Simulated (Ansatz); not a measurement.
# Phonons of CdF₂

Method: r²SCAN, scalar-relativistic; no spin polarisation; PAW, 500 eV, Gaussian smearing of 0.05 eV; code Ansatz. The datasets are Ansatz's generated set soft_2.

```yaml
crystal:
  lattice:
    - [0.00000, 2.69410, 2.69410]
    - [2.69410, 0.00000, 2.69410]
    - [2.69410, 2.69410, 0.00000]
  atoms:
    - { symbol: Cd, position: [0.00000, 0.00000, 0.00000] }
    - { symbol: F, position: [0.25000, 0.25000, 0.25000] }
    - { symbol: F, position: [0.75000, 0.75000, 0.75000] }
```

The chain of runs began from a cell as deposited in COD, expanded in volume.

Force constants come from finite displacements in a 2×2×2 supercell (the unit cell's 8×8×8 k-mesh, folded to it); the long-range dipole term is included. Points in reciprocal vectors of this cell: Γ = (0.000, 0.000, 0.000), X = (0.500, 0.000, 0.500), U = (0.625, 0.250, 0.625), K = (0.375, 0.375, 0.750), L = (0.500, 0.500, 0.500), W = (0.500, 0.250, 0.750).

Frequencies at the named points (cm⁻¹, imaginary ones negative):
```
point                             ω (cm⁻¹)
    Γ        0 0 0 224 224 313 313 313 388
    X  105 110 110 146 146 195 356 356 407
    U  106 118 141 167 184 212 337 350 395
    K  106 118 141 167 184 212 337 350 395
    L    88 88 181 260 260 286 286 303 353
    W  104 119 153 153 158 279 279 373 390
```

Task: Is the structure dynamically stable along this path, and where does the spectrum end?

Result: Yes: no branch is imaginary beyond numerical noise. The highest frequency is 407 cm⁻¹, at X. Points that don't fit the supercell are interpolated.

Task: What does the harmonic approximation give for the vibrational free energy, entropy and heat capacity?

Result: Zero-point energy 41.9 meV/atom.
```tsv
T (K)	F_vib (meV/atom)	S (J/K per mole of atoms)	C_V (J/K per mole of atoms)
100	39.1	7.7	12.1
200	25.1	18.9	19.7
300	0.9	27.5	22.3
400	-31.2	34.1	23.4
500	-69.3	39.4	23.9
600	-112.5	43.8	24.2
700	-159.8	47.5	24.4
800	-210.8	50.8	24.5
900	-264.9	53.7	24.6
1000	-321.9	56.3	24.7
```

The highest mode, 407 cm⁻¹, is worth 590 K. At 300 K the heat capacity has reached 89 % of the classical limit 3R = 24.9 J/K per mole of atoms, since the stiffer modes are still partly frozen out.

It ran for 3.4 min on 4 threads of Intel(R) Xeon(R) Processor @ 2.50GHz (Skylake/Cascade Lake) (shared host), peak memory 4.1 GiB.

